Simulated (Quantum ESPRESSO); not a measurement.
GaIn2AlP4, input and log of a self-consistent run

Computed values, not a measurement. The program is pw.x of Quantum ESPRESSO 7.5 (plane-wave density functional theory). The cell is made up: 8 atoms on a zincblende/diamond lattice, with randomly drawn elements, strain and displacements, not relaxed. PseudoDojo standard norm-conserving files (v0.5 for PBE, v0.4.1 for LDA and PBEsol) set the functional; there is no spin polarisation, spin-orbit coupling or dispersion term, and the masses in the input are unused placeholders.

Input:

```
&control calculation='scf', pseudo_dir='./dojo.nc.sr.pbe.v0_5.standard.upf', outdir='./o', disk_io='medium', tprnfor=.true., tstress=.true. /
&system ibrav=0, nat=8, ntyp=4, nbnd=37, ecutwfc=79.96652505, nosym=.true., tot_charge=0,
 occupations='smearing', smearing='fd', degauss=0.0018374661
/
&electrons conv_thr=7.350e-09, electron_maxstep=60, /
ATOMIC_SPECIES
Al 1.0 Al.upf
Ga 1.0 Ga.upf
In 1.0 In.upf
P 1.0 P.upf
CELL_PARAMETERS angstrom
5.9227 -0.0769 0.0162
-0.0769 5.8877 -0.0236
0.0166 -0.0241 5.8303
ATOMIC_POSITIONS angstrom
Ga 0.1206 0.0452 0.1025
In -0.0951 2.9431 2.9587
In 3.1129 0.0055 2.8923
Al 2.9924 2.8986 -0.016
P 1.3806 1.3713 1.5316
P 1.5588 4.2665 4.3294
P 4.4307 1.2992 4.4854
P 4.3384 4.2286 1.6326
K_POINTS automatic
4 4 4 1 1 1
```

The log is shortened where brackets say so; the opening notice, blank lines, dates and the lines on written files are dropped, and the path of the files is cut. It prints rydbergs, bohrs and kilobars, and counts compression as positive stress.

```
     Program PWSCF v.7.5
     Parallel version (MPI & OpenMP), running on       1 processor cores
     Number of MPI processes:                 1
     Threads/MPI process:                     1
     [start-up lines left out]
     bravais-lattice index     =            0
     lattice parameter (alat)  =      11.1933  a.u.
     unit-cell volume          =    1371.7305 (a.u.)^3
     number of atoms/cell      =            8
     number of atomic types    =            4
     number of electrons       =        62.00
     number of Kohn-Sham states=           37
     kinetic-energy cutoff     =      79.9665  Ry
     charge density cutoff     =     319.8661  Ry
     scf convergence threshold =      7.3E-09
     mixing beta               =       0.7000
     number of iterations used =            8  plain     mixing
     Exchange-correlation= PBE
                           (   1   4   3   4   0   0   0)
     [axes and pseudopotential details left out]
   Cartesian axes
     site n.     atom                  positions (alat units)
         1        Ga     tau(   1) = (   0.0203605   0.0076310   0.0173048  )
         2        In     tau(   2) = (  -0.0160555   0.4968749   0.4995086  )
         3        In     tau(   3) = (   0.5255417   0.0009285   0.4882985  )
         4        Al     tau(   4) = (   0.5051981   0.4893621  -0.0027012  )
         5        P      tau(   5) = (   0.2330826   0.2315125   0.2585755  )
         6        P      tau(   6) = (   0.2631676   0.7203006   0.7309198  )
         7        P      tau(   7) = (   0.7480220   0.2193401   0.7572569  )
         8        P      tau(   8) = (   0.7324393   0.7139021   0.2756270  )
     number of k points=    32  Fermi-Dirac smearing, width (Ry)=  0.0018
                       cart. coord. in units 2pi/alat
        k(    1) = (   0.1263240   0.1279138   0.1271613), wk =   0.0625000
        k(    2) = (   0.1256424   0.1289230   0.3811518), wk =   0.0625000
     [further k points left out]
     Dense  grid:   132493 G-vectors     FFT dimensions: (  64,  64,  64)
     Estimated max dynamical RAM per process >     174.45 MB
     Initial potential from superposition of free atoms
     starting charge      61.9865, renormalised to      62.0000
     Starting wfcs are   47 randomized atomic wfcs
     total cpu time spent up to now is       11.5 secs
     per-process dynamical memory:   101.5 Mb
     Self-consistent Calculation
     iteration #  1     ecut=    79.97 Ry     beta= 0.70
     Davidson diagonalization with overlap
     ethr =  1.00E-02,  avg # of iterations =  3.9
     Threshold (ethr) on eigenvalues was too large:
     Diagonalizing with lowered threshold
     Davidson diagonalization with overlap
     ethr =  6.04E-04,  avg # of iterations =  2.0
     total cpu time spent up to now is       62.0 secs
     total energy              =    -478.78265571 Ry
     estimated scf accuracy    <       0.38224057 Ry
     iteration #  2     ecut=    79.97 Ry     beta= 0.70
     Davidson diagonalization with overlap
     ethr =  6.17E-04,  avg # of iterations =  2.6
     total cpu time spent up to now is       86.4 secs
     total energy              =    -478.88276507 Ry
     estimated scf accuracy    <       0.12706627 Ry
     iteration #  3     ecut=    79.97 Ry     beta= 0.70
     Davidson diagonalization with overlap
     ethr =  2.05E-04,  avg # of iterations =  2.0
     total cpu time spent up to now is      114.3 secs
     total energy              =    -478.90485514 Ry
     estimated scf accuracy    <       0.00779337 Ry
     iteration #  4     ecut=    79.97 Ry     beta= 0.70
     Davidson diagonalization with overlap
     c_bands:  1 eigenvalues not converged
     ethr =  1.26E-05,  avg # of iterations = 11.3
     total cpu time spent up to now is      152.1 secs
     total energy              =    -478.90711464 Ry
     estimated scf accuracy    <       0.00421325 Ry
     iteration #  5     ecut=    79.97 Ry     beta= 0.70
     Davidson diagonalization with overlap
     ethr =  6.80E-06,  avg # of iterations =  2.9
     total cpu time spent up to now is      178.8 secs
     total energy              =    -478.90782590 Ry
     estimated scf accuracy    <       0.00027597 Ry
     iteration #  6     ecut=    79.97 Ry     beta= 0.70
     Davidson diagonalization with overlap
     ethr =  4.45E-07,  avg # of iterations =  4.1
     total cpu time spent up to now is      207.2 secs
     total energy              =    -478.90785976 Ry
     estimated scf accuracy    <       0.00004667 Ry
     iteration #  7     ecut=    79.97 Ry     beta= 0.70
     Davidson diagonalization with overlap
     ethr =  7.53E-08,  avg # of iterations =  3.7
     total cpu time spent up to now is      235.3 secs
     total energy              =    -478.90787201 Ry
     estimated scf accuracy    <       0.00000269 Ry
     iteration #  8     ecut=    79.97 Ry     beta= 0.70
     Davidson diagonalization with overlap
     ethr =  4.34E-09,  avg # of iterations =  4.2
     total cpu time spent up to now is      276.7 secs
     total energy              =    -478.90787314 Ry
     estimated scf accuracy    <       0.00000045 Ry
     iteration #  9     ecut=    79.97 Ry     beta= 0.70
     Davidson diagonalization with overlap
     ethr =  7.28E-10,  avg # of iterations =  3.4
     total cpu time spent up to now is      307.7 secs
     total energy              =    -478.90787329 Ry
     estimated scf accuracy    <       0.00000005 Ry
     iteration # 10     ecut=    79.97 Ry     beta= 0.70
     Davidson diagonalization with overlap
     ethr =  7.93E-11,  avg # of iterations =  3.8
     total cpu time spent up to now is      343.8 secs
     total energy              =    -478.90787330 Ry
     estimated scf accuracy    <       0.00000001 Ry
     iteration # 11     ecut=    79.97 Ry     beta= 0.70
     Davidson diagonalization with overlap
     ethr =  2.24E-11,  avg # of iterations =  2.1
     total cpu time spent up to now is      379.4 secs
     End of self-consistent calculation
     [lines on levels left out]
!    total energy              =    -478.90787330 Ry
     estimated scf accuracy    <          5.1E-10 Ry
     smearing contrib. (-TS)   =      -0.00000000 Ry
     internal energy E=F+TS    =    -478.90787330 Ry
     The total energy is F=E-TS. E is the sum of the following terms:
     one-electron contribution =    -217.30317536 Ry
     hartree contribution      =     146.89942440 Ry
     xc contribution           =    -140.36554361 Ry
     ewald contribution        =    -268.13857874 Ry
     convergence has been achieved in  11 iterations
     Forces acting on atoms (cartesian axes, Ry/au):
     atom    1 type  2   force =    -0.02087694   -0.04625008   -0.02362423
     atom    2 type  3   force =     0.02376724   -0.02945389    0.02389381
     atom    3 type  3   force =    -0.05378006   -0.01323693    0.00529595
     atom    4 type  1   force =    -0.02026160   -0.01215740    0.01371753
     atom    5 type  4   force =     0.04063899    0.03175358   -0.02840433
     atom    6 type  4   force =    -0.00081803    0.02593809    0.05393153
     atom    7 type  4   force =     0.02611126    0.02889714    0.05695533
     atom    8 type  4   force =     0.00521915    0.01450950   -0.10176558
     Total force =     0.177149     Total SCF correction =     0.000097
     Computing stress (Cartesian axis) and pressure
          total   stress  (Ry/bohr**3)                   (kbar)     P=      -26.15
  -0.00020100   0.00004318   0.00008231          -29.57        6.35       12.11
   0.00004318  -0.00016636   0.00009161            6.35      -24.47       13.48
   0.00008231   0.00009161  -0.00016600           12.11       13.48      -24.42
     init_run     :     10.21s CPU     11.36s WALL (       1 calls)
     electrons    :    342.57s CPU    367.97s WALL (       1 calls)
     forces       :      6.62s CPU      6.72s WALL (       1 calls)
     stress       :     24.66s CPU     25.68s WALL (       1 calls)
     [timing details left out]
     PWSCF        :   6m24.39s CPU   6m53.43s WALL
     JOB DONE.
```

In other units: free energy -6515.874 eV for the cell, pressure -2.62 GPa, largest force component 2.616 eV/Å. A rerun of this cell at 1377 eV and a 6 x 6 x 6 mesh moved values by no more than 0.008 eV in energy, 0.02 GPa in stress and 0.002 eV/Å in force.